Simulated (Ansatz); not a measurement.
Property card for Ge

Ge:
```
Ge
1.0
    2.80979     0.00000     0.00000
   -1.40489     2.43335     0.00000
    0.00000     0.00000     2.62593
Ge
1
Direct
  0.00000   0.00000   0.50000
```

Space group P6/mmm (No. 191); conventional cell a = b = 2.8098 Å, c = 2.6259 Å, α = β = 90.00°, γ = 120.00°.

Method: plane-wave PAW LDA (Ansatz code). The cell and atoms are relaxed at this level. Other levels are named where they apply.

Cell and energy:

```json
{
 "volume_per_atom": "17.95 Å³",
 "density": "6.72 g/cm³"
}
```

Electronic structure:

```json
{
  "electronic_character": "metallic (no gap)",
  "Density of states at the Fermi level": "0.41 states/eV per atom (mean over ±0.08 eV)"
}
```

Mechanics:

```json
{
  "Bulk modulus (Birch–Murnaghan fit)": "81.5 GPa",
  "Pressure derivative B′": "5.1",
  "Elastic constants (relaxed ions, GPa)": "C11 = 138, C12 = 97.3, C13 = 11.8, C33 = 215, C44 = 47.7",
  "mechanical_stability": "stable (all eigenvalues of C positive)",
  "hill_bulk_and_shear_moduli": "81.3 and 40.4 GPa",
  "Young's modulus": "104 GPa",
  "Poisson's ratio": "0.29",
  "debye_temperature_from_the_elastic_constants": "311 K"
}
```

The workflow started from a Materials Project entry (that database holds measured and hypothetical structures alike); the Crystallography Open Database copy checked does not list it. It is not the phase usual at ambient conditions (space group No. 227). The LDA relaxation kept the symmetry of its start; whether a distortion lowers the energy is not shown. As this level gives no gap, shear constants depend on the k-mesh and smearing (Fermi–Dirac, 0.1 eV here). On the denser mesh and wider smearing of the elastic run this cell carries a stress of 0.4 GPa. Scalar-relativistic: spin–orbit coupling is off unless named, which matters more the heavier the elements.

Potentials: the later of the program's two PAW sets.
